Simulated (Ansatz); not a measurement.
La₂ZrS₅:
```
CELL_PARAMETERS angstrom
     11.59830     0.00000     0.00000
      0.00000     8.22461     0.00000
      0.00000     0.00000     7.44499
ATOMIC_POSITIONS crystal
  La 0.67238 0.00131 0.55296
  La 0.32762 0.99869 0.44704
  La 0.82762 0.99869 0.05296
  La 0.17238 0.00131 0.94704
  La 0.17238 0.49869 0.94704
  La 0.82762 0.50131 0.05296
  La 0.32762 0.50131 0.44704
  La 0.67238 0.49869 0.55296
  Zr 0.99068 0.75000 0.57294
  Zr 0.00932 0.25000 0.42706
  Zr 0.50932 0.25000 0.07294
  Zr 0.49068 0.75000 0.92706
  S  0.70680 0.75000 0.83684
  S  0.29320 0.25000 0.16316
  S  0.79320 0.25000 0.33684
  S  0.20680 0.75000 0.66316
  S  0.92387 0.03390 0.67399
  S  0.07613 0.96610 0.32601
  S  0.57613 0.96610 0.17399
  S  0.42387 0.03390 0.82601
  S  0.42387 0.46610 0.82601
  S  0.57613 0.53390 0.17399
  S  0.07613 0.53390 0.32601
  S  0.92387 0.46610 0.67399
  S  0.81001 0.75000 0.35773
  S  0.18999 0.25000 0.64227
  S  0.68999 0.25000 0.85773
  S  0.31001 0.75000 0.14227
  S  0.99544 0.75000 0.94163
  S  0.00456 0.25000 0.05837
  S  0.50456 0.25000 0.44163
  S  0.49544 0.75000 0.55837
```

Relaxed with r²SCAN.

Task: Which orbitals make up the states near the band edges in r²SCAN (plane waves, PAW; program Ansatz)?

Result: Top 1 eV of the valence band: S 3p 85 %, Zr 4d 5 %. Bottom 1 eV of the conduction band: Zr 4d 47 %, La 5d 20 %, La 4f 17 %, S 3p 9 %. Projections are on Löwdin-orthogonalised atomic valence shells; empty p or d shells of many metals are not among them.

Task: Tabulate the density of states.

Result: States/eV per cell of 32 atoms, in 0.25 eV bins, energy from the valence-band maximum.

```
E (eV)  total   S 3p  La 4f  Zr 4d
------  -----  -----  -----  -----
-7.85    0.00   0.00   0.00   0.00
-7.60    0.00   0.00   0.00   0.00
-7.35    0.00   0.00   0.00   0.00
-7.10    0.00   0.00   0.00   0.00
-6.85    0.00   0.00   0.00   0.00
-6.60    0.00   0.00   0.00   0.00
-6.35    0.00   0.00   0.00   0.00
-6.10    0.00   0.00   0.00   0.00
-5.85    0.00   0.00   0.00   0.00
-5.60    0.00   0.00   0.00   0.00
-5.35    0.00   0.00   0.00   0.00
-5.10    0.00   0.00   0.00   0.00
-4.85    0.00   0.00   0.00   0.00
-4.60   14.76  10.38   0.08   0.84
-4.35   22.00  15.42   0.10   1.76
-4.10   30.66  21.69   0.16   3.33
-3.85   24.64  17.75   0.15   2.63
-3.60   26.73  19.50   0.18   2.55
-3.35   24.07  17.60   0.20   2.36
-3.10   37.08  27.18   0.35   3.11
-2.85   34.14  25.56   0.41   2.13
-2.60   32.79  25.06   0.43   2.03
-2.35   34.29  26.33   0.49   2.13
-2.10   29.06  22.45   0.49   1.94
-1.85   34.98  26.97   0.64   2.73
-1.60   32.11  25.43   0.74   2.03
-1.35   29.25  23.36   0.80   1.96
-1.10   24.31  19.74   0.65   1.61
-0.85   23.49  19.64   0.68   1.30
-0.60   18.24  15.65   0.54   0.87
-0.35    6.58   5.83   0.13   0.24
-0.10    0.83   0.76   0.01   0.02
0.15     0.00   0.00   0.00   0.00
0.40     0.00   0.00   0.00   0.00
0.65     0.00   0.00   0.00   0.00
0.90     0.00   0.00   0.00   0.00
1.15     0.00   0.00   0.00   0.00
1.40     0.13   0.01   0.02   0.01
1.65     2.29   0.17   0.32   0.34
1.90    18.38   1.37   2.34   8.33
2.15    34.07   3.37   5.63  17.65
2.40    23.84   2.24   6.71   9.11
2.65    30.75   1.45  16.47   3.35
2.90    41.14   1.00  30.37   3.15
```

Space group Pnma. The first step of the workflow began from a Materials Project structure, measured or hypothetical; the Crystallography Open Database files this formula in space group No. 62, but the cells were not matched. Its standing as an ambient phase is unchecked. Symmetry was held in the r²SCAN relaxation; its stability against distortions is not shown here. No spin polarisation was allowed. Scalar-relativistic: spin–orbit coupling is off unless named, which matters more the heavier the elements.

Potentials: the later of the program's two PAW sets.
